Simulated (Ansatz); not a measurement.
## Every step of a relaxation of Si$_{2}$W (MoSi2 type)

DFT, PBE, PAW with Ansatz's default frozen-core files, scalar-relativistic (Ansatz 0.2.0); a Γ-centred 15×15×15 k mesh, Fermi–Dirac smearing of 0.05 eV, no spin polarisation. The run relaxes cell and atoms at a target pressure of 0 GPa.

Command: `ansatz run input.yaml --threads 2 --pin off --max-ram 5120MiB --backend cpu --events-out ev --progress --plain --runs-dir out` It took 20 s on 2 threads of Arm Neoverse V2 (shared host), peak memory 0.44 GiB.

```yaml
crystal:
  lattice:
    - [-1.5592157582, 1.5592157582, 3.8200786076]
    - [1.5592157582, -1.5592157582, 3.8200786076]
    - [1.5592157582, 1.5592157582, -3.8200786076]
  atoms:
    - { symbol: W, position: [0.0, 0.0, 0.0] }
    - { symbol: Si, position: [0.335, 0.335, 0.0] }
    - { symbol: Si, position: [-0.335, -0.335, 0.0] }
kpoints:
  mp_grid: { grid: [15, 15, 15] }
scf:
  occupations: { method: fermi_dirac, width: 0.05 }
hamiltonian:
  xc: pbe
  pseudopotentials: { kind: paw }
output:
  forces: true
  stress: true
relax:
  f_tol: 0.005
  max_steps: 40
  cell: {}
```

Each step lists its free energy a cell above the last geometry, the pressure, the cell vectors (Å), and Cartesian positions (Å) with forces (eV/Å).

The first step:

```
step 1  dF = 299.32 meV  P = 27.1 GPa
  cell -1.5592 1.5592 3.8201  1.5592 -1.5592 3.8201  1.5592 1.5592 -3.8201
  W 0.0000 0.0000 0.0000   0.0000 0.0000 0.0000
  Si 0.0000 0.0000 2.5595   0.0000 0.0000 -0.3832
  Si 0.0000 0.0000 -2.5595   0.0000 0.0000 0.3832
```

Spin–orbit coupling is left out, which matters for the heavy atoms.

The symmetry of the start is kept and no stability test is made, so the end need not be the stable phase.

Where does the relaxation end, and by which steps?

After 5 geometries, with conventional a, b, c = 3.229, 3.229, 7.868 Å, at 13.671 Å³/atom (+10.40 % against the start) in space group I4/mmm, with a shortest distance of 2.603 Å. The further steps:
```
step 2  dF = 8.43 meV  P = -2.71 GPa
  cell -1.6269 1.6269 3.9250  1.6269 -1.6269 3.9250  1.6269 1.6269 -3.9250
  W 0.0000 0.0000 0.0000   0.0000 0.0000 0.0000
  Si 0.0000 0.0000 2.6215   0.0000 0.0000 0.1230
  Si 0.0000 0.0000 -2.6215   0.0000 0.0000 -0.1230
step 3  dF = 0.33 meV  P = -0.44 GPa
  cell -1.6160 1.6160 3.9333  1.6160 -1.6160 3.9333  1.6160 1.6160 -3.9333
  W 0.0000 0.0000 0.0000   0.0000 0.0000 0.0000
  Si 0.0000 0.0000 2.6290   0.0000 0.0000 0.0605
  Si 0.0000 0.0000 -2.6290   0.0000 0.0000 -0.0605
step 4  dF = 0.02 meV  P = 0.04 GPa
  cell -1.6143 1.6143 3.9334  1.6143 -1.6143 3.9334  1.6143 1.6143 -3.9334
  W 0.0000 0.0000 0.0000   0.0000 0.0000 0.0000
  Si 0.0000 0.0000 2.6308   0.0000 0.0000 0.0208
  Si 0.0000 0.0000 -2.6308   0.0000 0.0000 -0.0208
step 5  dF = 0.00 meV  P = -0.01 GPa
  cell -1.6144 1.6144 3.9338  1.6144 -1.6144 3.9338  1.6144 1.6144 -3.9338
  W 0.0000 0.0000 0.0000   0.0000 0.0000 0.0000
  Si 0.0000 0.0000 2.6322   0.0000 0.0000 0.0001
  Si 0.0000 0.0000 -2.6322   0.0000 0.0000 -0.0001
step 6  dF = -1.64 meV  P = 0.02 GPa  (same geometry on a basis chosen anew; earlier energies don't compare to the last digit)
  cell -1.6144 1.6144 3.9338  1.6144 -1.6144 3.9338  1.6144 1.6144 -3.9338
  W 0.0000 0.0000 0.0000   0.0000 0.0000 0.0000
  Si 0.0000 0.0000 2.6322   0.0000 0.0000 0.0005
  Si 0.0000 0.0000 -2.6322   0.0000 0.0000 -0.0005
```
